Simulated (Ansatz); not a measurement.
A relaxed cell of BaS4 is given with its symmetry left out. The cell was found from a structure generator's guess, not taken from experiment.

Computed with DFT PBE, scalar-relativistic, plane waves, PAW in Ansatz. Cutoff 420 eV, Γ-centred mesh, Gaussian smearing, no spin polarisation.

```cif
data_structure
_symmetry_space_group_name_H-M 'P 1'
_symmetry_Int_Tables_number 1
_cell_length_a 5.4953
_cell_length_b 5.4953
_cell_length_c 5.3184
_cell_angle_alpha 90.000
_cell_angle_beta 90.000
_cell_angle_gamma 90.000
_cell_volume 160.61
loop_
_atom_site_label
_atom_site_type_symbol
_atom_site_fract_x
_atom_site_fract_y
_atom_site_fract_z
_atom_site_occupancy
Ba1 Ba 0.00000 0.00000 0.00000 1
S1 S 0.50000 0.00000 0.31319 1
S2 S 0.00000 0.50000 0.68681 1
S3 S 0.50000 0.00000 0.68681 1
S4 S 0.00000 0.50000 0.31319 1
```

Energies over the elements count from the elements' standard structures at the same level, with no fitted energy shifts.

**Question.** What space group does it have?

**Answer.** P4/mmm (No. 123). Conventional cell: a = 5.495 Å, c = 5.318 Å. Ba has 8 S at 3.21 Å; around S lie 1 S at 1.99 Å and 2 Ba at 3.21 Å.

**Question.** What is its formation energy per atom?

**Answer.** −0.63 eV/atom. It lies below the elements, which doesn't yet make it stable against other compounds or structures.

**Question.** Is it a metal?

**Answer.** Yes, bands cross the Fermi level on the 8×8×8 mesh.

**Question.** From what recipe could a structure generator have reached it?

**Answer.** One such recipe: ordered vacancies on the cation sites of fluorite (P4/mmm, No. 123). Other recipes can lead to the same cell.

The last run used an 8×8×8 mesh for its 5-atom cell and Gaussian smearing of 0.10 eV. The cell is a metal run without spin; a magnetic state may lie lower. The reference form of S is held partly by dispersion forces, which this level lacks. A structure relaxed within its symmetry needn't be a true minimum.
